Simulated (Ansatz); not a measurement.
Al2Au (fluorite type, space group Fm-3m)

```xyz
6
Lattice="0.0000 5.9566 5.9566 2.9783 0.0000 2.9783 2.9783 2.9783 0.0000" Properties=species:S:1:pos:R:3 pbc="T T T"
Al     1.4892     1.4892     1.4892
Al     1.4892     4.4675     4.4675
Al     4.4675     4.4675     4.4675
Al     4.4675     7.4458     7.4458
Au     0.0000     0.0000     0.0000
Au     2.9783     5.9566     2.9783
```

A phonon eigenvector at L = (0.5, 0.0, 0.0) is frozen into this cell: atom i moves by Q times the vector below, so Q is the largest atomic displacement, in Å. The cell is held. It is one choice among 2 degenerate patterns. (q is in reciprocal vectors of the primitive cell; the cell shown is doubled to hold the pattern.)

| atom | x | y | z |
|---|---|---|---|
| Al1 | -0.202 | 0.368 | -0.570 |
| Al2 | 0.202 | -0.368 | 0.570 |
| Al3 | 0.202 | -0.368 | 0.570 |
| Al4 | -0.202 | 0.368 | -0.570 |
| Au5 | -0.285 | 0.520 | -0.805 |
| Au6 | 0.285 | -0.520 | 0.805 |

Computed with LDA (plane waves to 420 eV, PAW, scalar-relativistic; Ansatz, a program for electronic structure). k mesh 7×14×14 (Γ-centred), Fermi-Dirac smearing 0.05 eV. Energies are smeared free energies. With partly filled bands, energies and forces of such displacements shift with the k mesh and the smearing. Al2Au was relaxed with its symmetry unable to fall. Spin-orbit coupling is left out, though Au is heavy. ΔE is measured from the undisplaced structure.

```json
[
 {"Q (Å)": "-0.180", "ΔE (eV/cell)": "0.103"},
 {"Q (Å)": "-0.120", "ΔE (eV/cell)": "0.046"},
 {"Q (Å)": "-0.060", "ΔE (eV/cell)": "0.012"},
 {"Q (Å)": "0.000", "ΔE (eV/cell)": "0.000"},
 {"Q (Å)": "0.060", "ΔE (eV/cell)": "0.012"},
 {"Q (Å)": "0.120", "ΔE (eV/cell)": "0.046"},
 {"Q (Å)": "0.180", "ΔE (eV/cell)": "0.103"}
]
```

### Question
Which DFPT wavenumber at L = (0.5, 0.0, 0.0) belongs to this mode?
A) 125 cm⁻¹
B) 278 cm⁻¹
C) 255 cm⁻¹
D) 63 cm⁻¹

### Answer
D, 63 cm⁻¹. The curvature of the scan gives 63 cm⁻¹

(A displaced cell: forces are minus the slopes of the energy, force constants its curvatures, and phonons follow from these.)
